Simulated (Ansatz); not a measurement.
GeW:
```yaml
crystal:
  lattice:
    - [3.13556, 0.00000, 0.00000]
    - [0.00000, 3.13556, 0.00000]
    - [0.00000, 0.00000, 3.13556]
  atoms:
    - { symbol: W, position: [0.00000, 0.00000, 0.00000] }
    - { symbol: Ge, position: [0.50000, 0.50000, 0.50000] }
```

Relaxed with PBE. Special points in fractions of this cell's reciprocal vectors: Γ (0.000, 0.000, 0.000); X (0.000, 0.500, 0.000); M (0.500, 0.500, 0.000); R (0.500, 0.500, 0.500).

Q: List the band energies nearest the Fermi level at these points for plane-wave PAW PBE (Ansatz code).

A: In eV from the Fermi level; about four levels below and three above (degenerate sets whole), none deeper than 8.9 eV; points with the same levels are listed once.

```json
[
 {"k": "Γ", "below": "-3.26 -3.26", "above": "1.58 1.58 1.58"},
 {"k": "X", "below": "-7.78 -2.48 -1.82 -1.82", "above": "1.82 3.35 7.02"},
 {"k": "M", "below": "-3.64 -3.64 -3.30 -0.20 -0.20", "above": "3.40 3.75 5.09"},
 {"k": "R", "below": "-5.78 -5.78 -5.78 -5.22", "above": "3.55 3.55 3.61 3.61 3.61"}
]
```

Space group Pm-3m (CsCl type). The cell is a constructed one: a structure type filled with these elements; neither database checked (COD, Materials Project) lists it. Whether it is the stable phase at ambient conditions was not checked. The PBE relaxation kept the symmetry of its start; its stability against distortions is not shown here. No spin polarisation was allowed. Spin–orbit coupling is left out wherever it is not named.

Potentials: the later of the program's two PAW sets.
